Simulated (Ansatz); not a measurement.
The relaxed structure here is a generated cell of Nb: the first start was made by placing the elements on the sites of a structure type, and the end was not matched to a known phase here, so it may be hypothetical. Known forms of Nb include space group No. 229.

A relaxed cell of Nb (Pm-3n (No. 223)), relaxed on a k-mesh at least as fine as the one used below. These are PBEsol (plane waves to 420 eV, PAW, scalar-relativistic; Ansatz, a quantum-chemistry and plane-wave program) values and carry that method's errors. Γ-centred k-mesh 3×6×6 on the run's cell (coarser than for final values), Fermi–Dirac smearing 0.05 eV.

```
CELL_PARAMETERS angstrom
     10.47386     0.00000     0.00000
      0.00000     5.23693     0.00000
      0.00000     0.00000     5.23693
ATOMIC_POSITIONS crystal
  Nb 0.12500 0.00000 0.50000
  Nb 0.62500 0.00000 0.50000
  Nb 0.37500 0.00000 0.50000
  Nb 0.87500 0.00000 0.50000
  Nb 0.00000 0.50000 0.25000
  Nb 0.50000 0.50000 0.25000
  Nb 0.00000 0.50000 0.75000
  Nb 0.50000 0.50000 0.75000
  Nb 0.25000 0.25000 0.00000
  Nb 0.75000 0.25000 0.00000
  Nb 0.25000 0.75000 0.00000
  Nb 0.75000 0.75000 0.00000
  Nb 0.00000 0.00000 0.00000
  Nb 0.50000 0.00000 0.00000
  Nb 0.25000 0.50000 0.50000
  Nb 0.75000 0.50000 0.50000
```

The atoms are displaced along an unstable phonon of this cell by (Å):

```csv
atom,ux,uy,uz
Nb1,0.000,0.000,-0.150
Nb2,0.000,0.000,0.150
Nb3,0.000,0.000,-0.150
Nb4,0.000,0.000,0.150
Nb5,0.025,0.000,0.000
Nb6,-0.025,0.000,0.000
Nb7,-0.025,0.000,0.000
Nb8,0.025,0.000,0.000
Nb9,0.000,0.000,-0.149
Nb10,0.000,0.000,0.149
Nb11,0.000,0.000,-0.149
Nb12,0.000,0.000,0.149
Nb13,0.000,0.000,0.000
Nb14,0.000,0.000,0.000
Nb15,0.000,0.000,-0.117
Nb16,0.000,0.000,0.117
```

Problem. What forces (eV/Å) and pressure result?

Solution. 
| atom | Fx | Fy | Fz |
|---|---|---|---|
| Nb1 | -0.14 | 0.00 | 0.12 |
| Nb2 | -0.14 | 0.00 | -0.12 |
| Nb3 | 0.14 | 0.00 | 0.12 |
| Nb4 | 0.14 | 0.00 | -0.12 |
| Nb5 | -0.02 | 0.00 | 0.01 |
| Nb6 | 0.02 | 0.00 | 0.01 |
| Nb7 | 0.02 | 0.00 | -0.01 |
| Nb8 | -0.02 | 0.00 | -0.01 |
| Nb9 | 0.00 | -0.01 | 0.04 |
| Nb10 | 0.00 | -0.01 | -0.04 |
| Nb11 | 0.00 | 0.01 | 0.04 |
| Nb12 | 0.00 | 0.01 | -0.04 |
| Nb13 | 0.00 | 0.00 | 0.00 |
| Nb14 | 0.00 | 0.00 | 0.00 |
| Nb15 | 0.00 | 0.00 | -0.02 |
| Nb16 | 0.00 | 0.00 | 0.02 |

Pressure -0.1 GPa.

No spin polarisation in the result.

The run that gave the undisplaced cell could not lose the symmetry of its start: the end is stationary, and may be a saddle point rather than a minimum.
